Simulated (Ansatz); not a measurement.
Relaxed-ion elastic tensor of CdS (wurtzite, P6_3mc) in GPa (Voigt order), DFT-LDA in the program Ansatz with PAW potentials; density 5.03 g/cm³, 23.85 Å³ per atom.

```json
[
 {"": "1", "1": "93.4", "2": "58.3", "3": "50.6", "4": "0.0", "5": "0.0", "6": "0.0"},
 {"": "2", "1": "58.3", "2": "93.4", "3": "50.6", "4": "0.0", "5": "0.0", "6": "0.0"},
 {"": "3", "1": "50.6", "2": "50.6", "3": "104", "4": "0.0", "5": "0.0", "6": "0.0"},
 {"": "4", "1": "0.0", "2": "0.0", "3": "0.0", "4": "15.8", "5": "0.0", "6": "0.0"},
 {"": "5", "1": "0.0", "2": "0.0", "3": "0.0", "4": "0.0", "5": "15.8", "6": "0.0"},
 {"": "6", "1": "0.0", "2": "0.0", "3": "0.0", "4": "0.0", "5": "0.0", "6": "17.6"}
]
```

### Question
Is the crystal mechanically stable?

### Answer
Yes: the smallest eigenvalue of C is 15.8 GPa.

### Question
Work out the Voigt, Reuss and Hill averages.

### Answer
K_V = 67.8, K_R = 67.8, K_H = 67.8; G_V = 18.6, G_R = 17.9, G_H = 18.3 GPa.

### Question
Give Young's modulus, Poisson's ratio, Pugh's ratio and the universal anisotropy index.

### Answer
E = 9KG/(3K + G) = 50.3 GPa; ν = 0.38; K/G = 3.71 (ductile by the Pugh limit of 1.75); A_U = 5G_V/G_R + K_V/K_R − 6 = 0.18.

### Question
Estimate the sound speeds and the Debye temperature.

### Answer
v_l = √((K + 4G/3)/ρ) = 4280 m/s, v_t = √(G/ρ) = 1910 m/s, mean 2150 m/s; Θ = (h/k)(3n/4πV)^(1/3) v_m = 222 K.

### Question
How much does each axis shrink under pressure?

### Answer
Linear compressibilities β_i = Σ_j S_ij (j = 1 to 3): x 5.0, y 5.0, z 4.7 per TPa.

The cell was relaxed with LDA under the symmetry of its start; phonons on a q-mesh show no instability.

Potentials: the later of the program's two PAW sets.
